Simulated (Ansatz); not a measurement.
# AgCl at 9 GPa: from Born charge to LO–TO splitting and polaron coupling

Theory: DFT LDA, scalar-relativistic, plane waves, PAW in Ansatz 0.2.0. Cutoff 420 eV, 10×10×10 k-points (Γ-centred), fixed occupations. No spin polarisation. Phonons by linear response, acoustic sum rule imposed.

The cell, relaxed at 9 GPa:
```yaml
crystal:
  lattice:
    - [0.00000, 2.58925, 2.58925]
    - [2.58925, 0.00000, 2.58925]
    - [2.58925, 2.58925, 0.00000]
  atoms:
    - { symbol: Ag, position: [0.50000, 0.50000, 0.50000] }
    - { symbol: Cl, position: [0.00000, 0.00000, 0.00000] }
```

 The bands were filled as in an insulator; under compression the gap may have closed between mesh points.

Linear response gives ν_TO = 176.9 cm⁻¹, Born charges ±1.366 e (positive on Ag) and ε∞ = 6.278. The primitive cell holds 34.718 Å³, and the masses are 107.868 and 35.450 amu.

**Question.** Find ν_LO and the static dielectric constant.

**Answer.** The long-wave field adds a restoring force: ω_LO² − ω_TO² = Z*²e²/(ε_vac ε∞ μV). In these units ν_LO² − ν_TO² = 4.92064×10⁷ Z*²/(μ V ε∞) cm⁻², with μ = m₁m₂/(m₁ + m₂) = 26.681 amu: 15792 cm⁻². So ν_LO = √(176.9² + 15792) = 217.0 cm⁻¹, and the run gives 217.0. Lyddane–Sachs–Teller then gives ε0 = ε∞ (ν_LO/ν_TO)² = 9.45, against 9.45 in the run (it forms both from the same three quantities, so the match checks the arithmetic only). Between ν_TO and ν_LO the dielectric function is negative and an undamped crystal reflects fully: a reststrahlen band from 46.1 to 56.5 μm.

**Question.** What do the Clausius–Mossotti polarisability and the Szigeti charge come to?

**Answer.** With the Lorentz local field, α = (3V/4π)(ε∞ − 1)/(ε∞ + 2) = 5.28 Å³ for the pair, and e_S = 3Z*/(ε∞ + 2) = 0.50 e. The Born charge includes the electrons' response to the dipole's own local field, and e_S takes that enhancement out. The Lorentz field assumes point-like polarisable ions, a poor picture once ε∞ is this large, since the electron clouds then overlap or are shared, so both numbers are formal here.

**Question.** How strongly does a slow electron couple to the LO mode?

**Answer.** For one isotropic parabolic band, Fröhlich's constant is α_F = (1/ε∞ − 1/ε0) √(m* Ry/ħω_LO), with Ry = 13.606 eV, ħω_LO = 26.9 meV and m* in free-electron masses: α_F = 0.0534 × 22.49 × √m* = 1.20 √m*. The band mass isn't part of this run; for m* = 0.1, 0.3 and 1 it gives 0.38, 0.66, 1.20. In weak coupling the polaron lies α_F ħω_LO below the band edge (18 meV at m* = 0.3) with a mass m*(1 + α_F/6); past α_F of about 5 or 6 that expansion fails. A semilocal functional's ε∞ tends to be too large, which taken alone lowers α_F.